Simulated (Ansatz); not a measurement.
Zone-centre phonons of BP: input and output

Theory: DFT LDA, scalar-relativistic, plane waves, PAW (Ansatz).

Launched with:
```bash
ansatz run input.yaml --threads 1 --pin off --max-ram 3072MiB --backend cpu --events-out ev --progress --plain --runs-dir out
```

Input (bare energies are in eV):
```yaml
crystal:
  lattice:
    - [0.0, 2.2452319364, 2.2452319364]
    - [2.2452319364, 0.0, 2.2452319364]
    - [2.2452319364, 2.2452319364, 0.0]
  atoms:
    - { symbol: B, position: [0.0, 0.0, 0.0] }
    - { symbol: P, position: [0.75, 0.75, 0.75] }
basis:
  ecutwfc: 420
kpoints:
  mp_grid: { grid: [10, 10, 10] }
hamiltonian:
  xc: lda
scf:
  occupations: { method: fixed }
output:
  eigenvalues: true
phonons:
  method: dfpt
  dielectric: true
  rigid_motions: translations
  eigenvectors: true
```

Results section of the output:
```
--- Phonons (Γ-DFPT): 2 representative perturbations + reference, on 171 of 1000 k-points (Σ response iterations 6) ---
  k mesh reduced under 4 symmetry operations, with k and −k counted as one. Each operation leaves every solved perturbation unchanged. A smaller set is not considered because the run solves the response ...
  ASR residual: 9.008e-5 → 0.000e0 eV/Å²; symmetrization residual: 1.905e-7 eV/Å²
  ASR residual per site (eV/Å²): 9.01e-5 4.21e-5
  Γ frequencies (cm⁻¹): 0.00 0.00 0.00 820.73 820.73 820.73
  ε∞ (high-frequency dielectric tensor):
        9.180039    -0.000000     0.000000
       -0.000000     9.180039     0.000000
        0.000000     0.000000     9.180039
  ε⁰ (static dielectric tensor: ions relaxed, cell fixed):
        9.344954    -0.000000     0.000000
       -0.000000     9.344954     0.000000
        0.000000     0.000000     9.344954
  ε⁰ − ε∞ (ionic part):
        0.164915     0.000000    -0.000000
        0.000000     0.164915     0.000000
       -0.000000     0.000000     0.164915
  softest optical mode at Γ: 820.73 cm⁻¹; the repairs (sum rule, projections) moved no ω² at Γ by more than (1.51 cm⁻¹)²
  Born effective charges Z* (e; rows j = field, columns β = displacement):
    site 0:
        -0.63993   -0.00000   -0.00000
        -0.00000   -0.63993   -0.00000
         0.00000    0.00000   -0.63993
    site 1:
         0.63993    0.00000    0.00000
         0.00000    0.63993    0.00000
        -0.00000   -0.00000    0.63993
  Z* charge neutrality: 2.314e-5 e pre-enforcement
  solved inside a basis spanned on kpoints, on 10×10×10 k-points, its susceptibility summed on 14×14×14: ε∞ is read to err by 2.7e-2, Z* by 5.5e-3 e (field_mesh: kpoints solves on kpoints); Z* is corrected for ...
  optical modes at Γ without the LO–TO term, one row a degenerate level:
      ω (cm⁻¹) modes IR ((D/Å)²/amu)
        820.73      3             3.5370
  optical modes at Γ + LO–TO along q̂ = [1.0000, 0.0000, 0.0000]:
      ω (cm⁻¹) modes IR ((D/Å)²/amu)
        820.73      2             2.3580
        828.07      1             1.1790
  optical modes at Γ + LO–TO along q̂ = [0.0000, 1.0000, 0.0000]:
      ω (cm⁻¹) modes IR ((D/Å)²/amu)
        820.73      2             2.3580
        828.07      1             1.1790
  optical modes at Γ + LO–TO along q̂ = [0.0000, 0.0000, 1.0000]:
      ω (cm⁻¹) modes IR ((D/Å)²/amu)
        820.73      2             2.3580
        828.07      1             1.1790
```

It took 16 s on 1 thread of Intel(R) Xeon(R) Platinum 8488C (Sapphire Rapids), on a shared host, peak memory 0.48 GiB.